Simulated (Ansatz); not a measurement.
LaAu in space group Cmcm (No. 63; La on 4c, Au on 4c), PBE (plane waves, PAW; program Ansatz), all energies at zero smearing, with the estimated change up to a 700 eV cutoff added, with one set of potentials and settings (totals compare only within such a set). Cell of 4 atoms (2 La, 2 Au): -38802.171 eV.

```json
[
 {"element": "La", "reference phase": "P6_3/mmc, 4 atoms in the cell", "E (eV/atom)": "-6250.0953"},
 {"element": "Au", "reference phase": "Fm-3m, 1 atoms in the cell", "E (eV/atom)": "-13149.3277"}
]
```

Formation energy per atom, worked out: (-38802.171 − 2×(-6250.0953) − 2×(-13149.3277))/4 = -0.831 eV/atom (-80 kJ per mol of atoms), at 0 K, without zero-point energy or fitted corrections.

The workflow started from a Materials Project entry (that database holds measured and hypothetical structures alike); the Crystallography Open Database copy checked does not list it. Its standing as an ambient phase is unchecked. Symmetry was held in the PBE relaxation; its stability against distortions is not shown here. The references are the lowest solids computed at this level, not always the standard phases. Scalar-relativistic: spin–orbit coupling is off unless named, which matters more the heavier the elements.

Potentials: the later of the program's two PAW sets.
